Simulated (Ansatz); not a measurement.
Crystals of one structure type (zinc blende) and one family of elements, relaxed and computed with DFT-HSE06 in the program Ansatz with PAW potentials.

| crystal | V (Å³/atom) | gap (eV) |
|---|---|---|
| BN | 5.81 | 5.80 |
| AlN | 10.40 | 4.56 |
| GaN | 11.38 | 3.00 |
| BP | 11.57 | ? |
| AlP | 20.52 | 2.28 |
| AlAs | 22.93 | 2.10 |
| InP | 25.70 | 1.37 |

Question: Fit a straight line to E_g against V and predict the withheld value.

Answer: Least squares on the 6 shown rows: E_g = -0.197 × V + (6.361), with a scatter of 0.54. For BP this gives 4.08. The run itself gave 1.95, outside the scatter: the line misses something about this case.

All cells were relaxed under the symmetry of their starts (and spin orders); stability against distortions was not tested throughout. Scalar-relativistic: spin–orbit coupling is off unless named, which matters more the heavier the elements.

Potentials: the earlier of the program's two PAW sets.
